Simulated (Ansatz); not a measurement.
Here is the system:

Rb$_{2}$WCl$_{6}$:
```
Rb2WCl6
1.0
    0.00000     4.77126     4.77126
    4.77126     0.00000     4.77126
    4.77126     4.77126     0.00000
W Rb Cl
1 2 6
Direct
  0.00000   0.00000   0.00000
  0.25000   0.25000   0.25000
  0.75000   0.75000   0.75000
  0.24547   0.75453   0.75453
  0.75453   0.24547   0.75453
  0.75453   0.24547   0.24547
  0.24547   0.75453   0.24547
  0.75453   0.75453   0.24547
  0.24547   0.24547   0.75453
```

This is the LDA-relaxed structure.

**Question.** All from LDA in the plane-wave PAW code Ansatz, unless another level is named. Give the electronic character.

**Answer.** metallic (no gap).

**Question.** Next, the density of states at the Fermi level?

**Answer.** 1.1 states/eV per atom (mean over ±0.08 eV).

**Question.** And the formation energy from the elements (no fitted shifts)?

**Answer.** -1.38 eV/atom.

Space group Fm-3m. The workflow started from an entry of the Crystallography Open Database (COD, 293 K). Whether it is the stable phase at ambient conditions was not checked. Symmetry was held in the LDA relaxation; of distortions, only those at the zone centre were tested. The run is not spin-polarised. The references are the lowest solids computed at this level, not always the standard phases (solids in place of the gases). Spin–orbit coupling is left out wherever it is not named.

Potentials: the later of the program's two PAW sets.
